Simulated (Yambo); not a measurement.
## Excitons in CsLiWO4

```
CsLiWO4
1.0
   -2.99853     2.99853     4.40844
    2.99853    -2.99853     4.40844
    2.99853     2.99853    -4.40844
Li O Cs W
1 4 1 1
Direct
  0.75000   0.25000   0.50000
  0.62700   0.42143   0.28425
  0.57857   0.86282   0.20557
  0.13718   0.34275   0.71575
  0.65725   0.37300   0.79443
  0.00000   0.00000   0.00000
  0.50000   0.50000   0.00000
```

The geometry is that of Materials Project entry mp-1178391, symmetrised and not relaxed again.

BSE in Yambo on norm-conserving PBEsol (Quantum ESPRESSO, 84 Ry, scalar-relativistic) bands: 4×4×4 mesh, 12 valence and 11 conduction bands, static screening with 82 bands and a 3 Ry block, scissor 1.82 eV, Tamm-Dancoff; field along x.

```
state  energy (eV)  states within 2 meV  relative strength   class    main transitions
-----  -----------  -------------------  -----------------  ------  ------------------
1             3.59                    3             < 0.01    dark  several band pairs
2             3.99                    2               1.00  strong  several band pairs
3             4.00                    1             < 0.01    weak  several band pairs
4             4.29                    1             < 0.01    dark  several band pairs
5             4.32                    2             < 0.01    weak  several band pairs
6             4.68                    1             < 0.01    dark  several band pairs
7             4.71                    2               0.71  strong  several band pairs
8             4.94                    1             < 0.01    dark  several band pairs
9             5.10                    1             < 0.01    dark  several band pairs
10            5.12                    1             < 0.01    dark  several band pairs
```

These are vertical excitations (zero momentum). The direct quasiparticle gap on this mesh is 6.32 eV; counted from there, state 1 is bound by 2.73 eV. On a 2×2×2 mesh the same difference is 2.71 eV.

Spin singlets only. Strengths are relative to the strongest of the lowest states of this run; strong means a line over 3 % of the spectrum's maximum, dark under 0.03 %. Absolute energies carry the error of the G0W0 scissor, whose convergence isn't established; the long-wavelength screening was taken along (1,1,1) although the crystal is anisotropic.

Without spin-orbit coupling, band edges of such heavy elements can be off by tenths of an eV.

The structure is a Materials Project entry; no match was found in the copy of COD used, and its stability was not checked.
